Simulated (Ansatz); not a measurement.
A geometry of B away from equilibrium: step 2 of the relaxation of a relaxed B cell displaced along its unstable phonon at q = (½, ½, 0) of its primitive reciprocal cell (175i cm⁻¹), largest move 0.15 Å. The numbers are results of PBE (plane waves to 420 eV, PAW, scalar-relativistic; Ansatz, a program for electronic structure), not measurements. Γ-centred k-mesh 17×17×17 on the run's cell (coarser than for final values), Fermi–Dirac smearing 0.05 eV.

```
CELL_PARAMETERS angstrom
      3.76615     0.00000     0.00000
      1.88308     1.88308     0.00000
      0.00000     0.00000     1.86251
ATOMIC_POSITIONS crystal
  B  0.00000 0.00000 0.07977
  B  0.50000 0.00000 0.92023
```

**Question.** Give the Cartesian forces on all atoms (eV/Å).

**Answer.** 
```csv
atom,Fx,Fy,Fz
B1,0.00,0.00,0.05
B2,0.00,0.00,-0.05
```

**Question.** What is the pressure?

**Answer.** -2.7 GPa, compression positive.

**Question.** How much energy per atom can still be gained by relaxing?

**Answer.** 0.27 eV/atom; the path ends in I4/mmm (No. 139).

No spin polarisation in the result. The relaxed primitive cell holds an odd number of electrons. A magnetic state may lie lower. Without a van der Waals term the distances between weakly bound units are poorly fixed.

The run could not lose the symmetry of its start: the end is stationary, and may be a saddle point rather than a minimum.

The end of the path is a generated cell of B: the first start was made by placing the elements on the sites of a structure type, and the end was not matched to a known phase here, so it may be hypothetical.
